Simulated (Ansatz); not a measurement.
# What DFT gives for CsCu4Sb3

```yaml
crystal:
  lattice:
    - [4.35962, 0.00000, 0.00000]
    - [0.00000, 4.35962, 0.00000]
    - [0.00000, 0.00000, 11.02642]
  atoms:
    - { symbol: Cs, position: [0.00000, 0.00000, 0.50000] }
    - { symbol: Sb, position: [0.50000, 0.50000, 0.27771] }
    - { symbol: Sb, position: [0.50000, 0.50000, 0.72229] }
    - { symbol: Sb, position: [0.00000, 0.00000, 0.00000] }
    - { symbol: Cu, position: [0.00000, 0.50000, 0.15339] }
    - { symbol: Cu, position: [0.50000, 0.00000, 0.15339] }
    - { symbol: Cu, position: [0.00000, 0.50000, 0.84661] }
    - { symbol: Cu, position: [0.50000, 0.00000, 0.84661] }
```

Level: r2SCAN, no spin polarisation; 500 eV; 8×8×3 Γ-centred mesh; fermi-dirac occupations (width 0.0294 eV); Ansatz 0.2.0, fixed geometry.

Task: Is the cell too large or too small?

Result: The pressure is -3.3 GPa (compression positive), so with the atoms held at these fractions the cell would first shrink.

Task: Describe some of the short contacts.

Result: Sb–Cu at 2.58 Å: least valence density 0.38 e/Å³ and ELF 0.42 there. Cs–Sb at 3.94 Å: least valence density 0.05 e/Å³ and ELF 0.05 there. Cs–Cs at 4.36 Å: least valence density 0.02 e/Å³ and ELF 0.01 there, so no covalent bond. Both are smooth PAW fields, read partly inside the augmentation spheres.

Task: What is the formation energy?

Result: -0.01 eV an atom against the elements' usual phases (free molecules for gases, crystals otherwise, with no correction for O₂ or N₂), too near zero to call. Relaxing would lower it.

Task: Metal or insulator?

Result: It is a metal, with about 4.6 states/eV a cell as the mean within 0.25 eV of the Fermi level, mostly Sb p (69 %) and Cu d (22 %).

Origin: a known structure type with other elements, at an estimated volume, so it need not be a known compound.
